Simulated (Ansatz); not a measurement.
The elements of this relaxed trial crystal are hidden behind letters.

```
lattice vectors (Å)
   2.6724    0.0000    0.0000
  -1.3362    2.3143    0.0000
   0.0000    0.0000   12.4970
fractional positions
X 0.3333 0.6667 0.0000
X 0.6667 0.3333 0.1533
X 0.6667 0.3333 0.5000
X 0.6667 0.3333 0.8467
Z 0.3333 0.6667 0.3269
Z 0.3333 0.6667 0.6731
```

Level of theory: DFT PBE, scalar-relativistic, plane waves, PAW (Ansatz 0.2.0). Settings of the last relaxation (6-atom cell): 420 eV, 18×18×4 k points, Gaussian smearing of 0.10 eV, collinear spin.

```
Space group                                : P-6m2 (No. 187)
Conventional cell                          : a = 2.672 Å, c = 12.497 Å
Volume per atom                            : 12.88 Å³
Density                                    : 13.43 g/cm³
Formation energy                           : +0.04 eV/atom
Gap on the 18×18×4 mesh of the 6-atom cell : 0 eV (a metal)
Net moment per atom                        : 0.58 μB
```

Energies are uncorrected and count from the elements' standard states at the same level.

Question: X is a d-block element of period 4 and Z is a d-block element of period 6. Which elements are they?

Answer: X = Ni, Z = Pt, so the formula is Ni2Pt. Density times volume gives a mean mass of 13.43 × 12.88/1.6605 = 104.2 u per atom, and this set has 104.2 u. Ni on a site of symmetry -6m2 has 6 Ni at 2.46 Å and 6 Ni at 2.67 Å; around Ni on a site of symmetry 3m lie 3 Ni at 2.46 Å, 3 Pt at 2.66 Å and 6 Ni at 2.67 Å; Pt is surrounded by 6 Ni at 2.66 Å and 6 Pt at 2.67 Å; 1 more site not described. Other sets within the hints have nearly the same mass, so mass alone doesn't settle it; this one was computed.

These runs have no spin–orbit coupling, which can matter for Pt. The magnetic state reached may not be the lowest. Symmetry constrained the relaxation, so the result can be a saddle point.
